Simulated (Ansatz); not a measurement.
Crystals of one structure type (zinc blende) and one family of elements, relaxed and computed with HSE06 in the plane-wave PAW code Ansatz.

```tsv
crystal	V (Å³/atom)	B₀ by P(V) fit (GPa)
BN	5.81	404
BP	11.57	174
GaP	20.40	?
AlP	20.52	90.7
InP	25.69	69.4
InAs	28.48	58.3
GaSb	28.92	53.8
```

Question: Fit a straight line to ln B₀ against ln V and predict the withheld value.

Answer: Least squares on the 6 shown rows: ln B₀ = -1.22 × ln V + (8.155), with a scatter of 4 %. For GaP this gives 87.9. The run itself gave 87.7, within the scatter.

All cells were relaxed under the symmetry of their starts (and spin orders); stability against distortions was not tested throughout. Spin–orbit coupling is left out wherever it is not named.

Potentials: the later of the program's two PAW sets.
